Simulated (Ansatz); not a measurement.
TaAl (rock salt, space group No. 225) at seven volumes, plane-wave PAW PBE (Ansatz code), scaled uniformly. One row is withheld.

```csv
V (Å³/atom),P (GPa)
16.774,?
17.327,8.54
17.880,3.95
18.433,0.00
18.986,-3.40
19.539,-6.33
20.092,-8.85
```

Question: Fit the shown pressures and predict the withheld one.

Answer: Third-order Birch–Murnaghan: P = (3/2)B₀(x^(7/2) − x^(5/2))[1 + (3/4)(B′ − 4)(x − 1)] with x = (V₀/V)^(2/3). Least squares on the six rows gives V₀ = 18.433 Å³/atom, B₀ = 122.0 GPa, B′ = 3.99. At V = 16.774, x = 1.0649 and P = 13.89 GPa. The run itself gave 13.88 GPa.

Space group Fm-3m (rock salt). The start of the workflow was typed in or built on a structure type; neither database checked (COD, Materials Project) lists it. Whether it is the stable phase at ambient conditions was not checked. Symmetry was held in the PBE relaxation; its stability against distortions is not shown here. No spin polarisation was allowed. Its formation energy is positive at this level, so the cell may be metastable or incomplete. Scalar-relativistic: spin–orbit coupling is off unless named, which matters more the heavier the elements.

Potentials: the later of the program's two PAW sets.
